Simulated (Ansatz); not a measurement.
The start is a generated cell, Zr built in the hcp structure type. The cell and all atomic positions are relaxed at zero pressure with r2SCAN (plane waves to 500 eV, PAW, scalar-relativistic; Ansatz, a first-principles code). The first steps use a coarse 12×12×7 k-mesh.

Input geometry:
```
Zr
1.0
    3.23000     0.00000     0.00000
   -1.61500     2.79726     0.00000
    0.00000     0.00000     5.14539
Zr
2
Direct
  0.33333   0.66667   0.75000
  0.66667   0.33333   0.25000
```

Q: How much energy is released per atom?

A: Under 0.01 eV/atom.

Q: How does the volume change?

A: +1.1 %, from 23.24 to 23.50 Å³/atom.

Q: How do the shortest distances between atoms change?

A: The closest pairs of elements (up to four, under 3.6 Å), start → end: Zr–Zr 3.18 → 3.19 Å.

Q: What does it relax into? Give the structure.

A: 
```cif
data_Zr2
_chemical_formula_sum 'Zr2'
_space_group_name_H-M_alt 'P63/mmc'
_space_group_IT_number 194
_space_group_name_Hall '-P 6c 2c'
_cell_length_a 3.24591
_cell_length_b 3.24591
_cell_length_c 5.15116
_cell_angle_alpha 90.000
_cell_angle_beta 90.000
_cell_angle_gamma 120.000
loop_
_atom_site_label
_atom_site_type_symbol
_atom_site_symmetry_multiplicity
_atom_site_Wyckoff_symbol
_atom_site_fract_x
_atom_site_fract_y
_atom_site_fract_z
_atom_site_occupancy
Zr1 Zr 2 d 0.66667 0.33333 0.25000 1
```

The space group stays P6₃/mmc (No. 194) (the run could not lower it); the end is hcp (Mg type), with 2 atoms in the primitive cell. Final values are on a 16×16×9 k-mesh of the relaxed cell. No spin polarisation in the result.

The run could not lose the symmetry of its start.

All atoms sit on sites fixed by symmetry, so only the cell could relax.
